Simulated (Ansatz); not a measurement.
BN:
```
CELL_PARAMETERS angstrom
      0.00000     1.78992     1.78992
      1.78992     0.00000     1.78992
      1.78992     1.78992     0.00000
ATOMIC_POSITIONS crystal
  B  0.00000 0.00000 0.00000
  N  0.25000 0.25000 0.25000
```

Relaxed with LDA. Special points in fractions of this cell's reciprocal vectors: Γ (0.000, 0.000, 0.000); X (0.500, 0.000, 0.500); U (0.625, 0.250, 0.625); K (0.375, 0.375, 0.750); L (0.500, 0.500, 0.500); W (0.500, 0.250, 0.750).

**Question.** List the band energies nearest the valence-band maximum at these points for LDA (plane waves, PAW; program Ansatz).

**Answer.** In eV from the valence-band maximum; about four levels below and three above (degenerate sets whole), none deeper than 8.9 eV; … stands for higher levels left out; points with the same levels are listed once.

```
k              below         above
-  -----------------  ------------
Γ     0.00 0.00 0.00             …
X        -5.07 -5.07   4.39 9.32 …
U  -8.23 -7.96 -4.22  6.89 13.04 …
L        -2.01 -2.01       10.58 …
W  -7.63 -7.25 -6.77  9.57 13.57 …
```

Space group F-43m (zinc blende). Symmetry was held in the LDA relaxation; phonons on a q-mesh show no instability.

Potentials: the earlier of the program's two PAW sets.
